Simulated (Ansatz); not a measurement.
## CdSe (P6_3mc) under pressure

```xyz
4
Lattice="4.2471 0.0000 0.0000 -2.1235 3.6781 0.0000 0.0000 0.0000 6.9420" Properties=species:S:1:pos:R:3 pbc="T T T"
Cd    0.0000    2.4521    0.0337
Cd    2.1235    1.2260    3.5047
Se    0.0000    2.4521    2.6389
Se    2.1235    1.2260    6.1099
```

This is the zero-pressure cell under LDA. Cell and atoms are relaxed by PAW (default files of Ansatz 0.2.0, cutoff 420 eV, stress met within about 0.05 GPa) at each pressure, in this structure whether or not another phase would take over; P is the pressure reached, less that of this cell. Levels come from LDA, all-electron LAPW in Ansatz 0.2.0, scalar-relativistic; k mesh 6×6×4, fixed occupations, basis error target 0.5 meV/atom. Conduction levels are in eV over the valence top (at Γ), at fixed fractional wave vectors.

```tsv
P (GPa)	V/V₀	c/a	Γ	A ∥ z	L (oblique)
-2.04	1.0395	1.6323	0.379	2.155	2.728
0.00	1.0000	1.6345	0.458	2.225	2.736
1.99	0.9685	1.6344	0.526	2.279	2.740
3.99	0.9418	1.6360	0.582	2.325	2.735
6.99	0.9079	1.6400	0.652	2.383	2.716
9.99	?	?	?	?	?
14.98	0.8406	1.6629	0.765	2.507	2.613
```

Task: Fit the third-order Birch-Murnaghan equation to the rows shown.

Result: With f = [(V₀/V)^(2/3) − 1]/2, the normalised pressure F = P/[3f(1 + 2f)^(5/2)] is 56.8 GPa at f = -0.0127, 58.5 GPa at f = 0.0108, 59.0 GPa at f = 0.0204, 59.6 GPa at f = 0.0333, 60.9 GPa at f = 0.0614. The line F = B₀[1 + (3/2)(B′ − 4)f] gives B₀ = 57.7 GPa and B′ = 4.6.

Task: What are the volume deformation potentials and pressure coefficients of these levels at zero pressure?

Result: 

```
      level  dE/dlnV (eV)  dE/dP = −(dE/dlnV)/B₀ (meV/GPa)  mean slope up to 2.0 GPa (meV/GPa)
          Γ         -2.09                             36.2                                33.8
      A ∥ z         -1.74                             30.2                                27.0
L (oblique)         -0.16                              2.7                                 2.0
```

dE/dlnV is the slope of a cubic fit in ln V at V₀. The last column is read from two rows and shows how the slope bends with pressure. A level that another band crosses inside the range is left out of the tables.

Task: Fill the row at 9.99 GPa.

Result: The fits give V/V₀ = 0.8795 and Γ = 0.706 eV. Computed: V/V₀ = 0.8796, c/a = 1.6450, Γ = 0.708, A ∥ z = 2.431, L (oblique) = 2.689.

Caveats: no other phase was computed; many crystals of this kind change structure within this range, and rows or crossings beyond such a change describe a metastable lattice; no spin-orbit coupling on heavy atoms; the frozen-core PAW files of the relaxations were fitted under PBE, their cores solved anew for this functional; semilocal gaps are low, and the spacing of valleys can be off by tenths of an eV; levels are read at fixed fractional k, so an edge that moves off these points is missed.
